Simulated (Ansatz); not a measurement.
A relaxation computed with Ansatz, from input to last step.

```yaml
crystal:
  lattice:
    - [0.0, 2.7444426584, 2.7444426584]
    - [2.7444426584, 0.0, 2.7444426584]
    - [2.7444426584, 2.7444426584, 0.0]
  atoms:
    - { symbol: Cu, position: [0.0, 0.0, 0.0] }
    - { symbol: Mo, position: [0.25, 0.25, 0.25] }
    - { symbol: Mo, position: [0.75, 0.75, 0.75] }
basis:
  ecutwfc: 420
kpoints:
  mp_grid: { grid: [6, 6, 6] }
hamiltonian:
  xc: pbe
scf:
  occupations: { method: gaussian, width: 0.1 }
  lower_state_search: "off"
output:
  forces: true
  stress: true
  eigenvalues: true
relax:
  adjacent_minimum: "off"
  f_tol: 0.04
  max_steps: 70
  cell: { stress_tol: 0.4 }
```

```bash
ansatz run input.yaml --threads 1 --pin off --max-ram 2560MiB --backend cpu --events-out ev --progress --plain --runs-dir out
```

Computed with Ansatz 0.2.0, DFT PBE, scalar-relativistic, plane waves, PAW.

Of 5 frames 5 are shown, positions in Å and forces in eV/Å; the SCF threshold varies from step to step. Steps run on the plane waves of an earlier cell, with a Pulay correction in the pressure. The basis is chosen afresh for the last frame, the zero of the energies, and at times for earlier ones too; energy and pressure step there, also at an unchanged geometry.

```xyz
3
Lattice="0.0000 2.7444 2.7444 2.7444 0.0000 2.7444 2.7444 2.7444 0.0000" Properties=species:S:1:pos:R:3:forces:R:3 pbc="T T T" step=1 free_energy_over_end_meV_per_atom=302.83 pressure_GPa=44.73
Cu    0.0000    0.0000    0.0000    0.0000    0.0000    0.0000
Mo    1.3722    1.3722    1.3722    0.0000    0.0000    0.0000
Mo    4.1167    4.1167    4.1167    0.0000    0.0000    0.0000
3
Lattice="0.0000 2.8785 2.8785 2.8785 0.0000 2.8785 2.8785 2.8785 0.0000" Properties=species:S:1:pos:R:3:forces:R:3 pbc="T T T" step=2 free_energy_over_end_meV_per_atom=6.95 pressure_GPa=4.76
Cu    0.0000    0.0000    0.0000    0.0000    0.0000    0.0000
Mo    1.4393    1.4393    1.4393    0.0000    0.0000    0.0000
Mo    4.3178    4.3178    4.3178    0.0000    0.0000    0.0000
3
Lattice="0.0000 2.8963 2.8963 2.8963 0.0000 2.8963 2.8963 2.8963 0.0000" Properties=species:S:1:pos:R:3:forces:R:3 pbc="T T T" step=3 free_energy_over_end_meV_per_atom=1.74 pressure_GPa=1.06
Cu    0.0000    0.0000    0.0000    0.0000    0.0000    0.0000
Mo    1.4482    1.4482    1.4482    0.0000    0.0000    0.0000
Mo    4.3445    4.3445    4.3445    0.0000    0.0000    0.0000
3
Lattice="0.0000 2.9015 2.9015 2.9015 0.0000 2.9015 2.9015 2.9015 0.0000" Properties=species:S:1:pos:R:3:forces:R:3 pbc="T T T" step=4 free_energy_over_end_meV_per_atom=1.48 pressure_GPa=0.04
Cu    0.0000    0.0000    0.0000    0.0000    0.0000    0.0000
Mo    1.4507    1.4507    1.4507    0.0000    0.0000    0.0000
Mo    4.3522    4.3522    4.3522    0.0000    0.0000    0.0000
3
Lattice="0.0000 2.9015 2.9015 2.9015 0.0000 2.9015 2.9015 2.9015 0.0000" Properties=species:S:1:pos:R:3:forces:R:3 pbc="T T T" step=5 free_energy_over_end_meV_per_atom=0.00 pressure_GPa=0.17
Cu    0.0000    0.0000    0.0000    0.0000    0.0000    0.0000
Mo    1.4507    1.4507    1.4507    0.0000    0.0000    0.0000
Mo    4.3522    4.3522    4.3522    0.0000    0.0000    0.0000
```

The start puts this composition into another compound's structure type, which needn't suit it. At the end the space group is Fm-3m (tolerance 0.05 Å).

It took 7.1 s on 1 thread of Intel(R) Xeon(R) Platinum 8375C CPU @ 2.90GHz (Ice Lake), with other jobs on the host, peak memory 0.39 GiB.

The k mesh is coarse.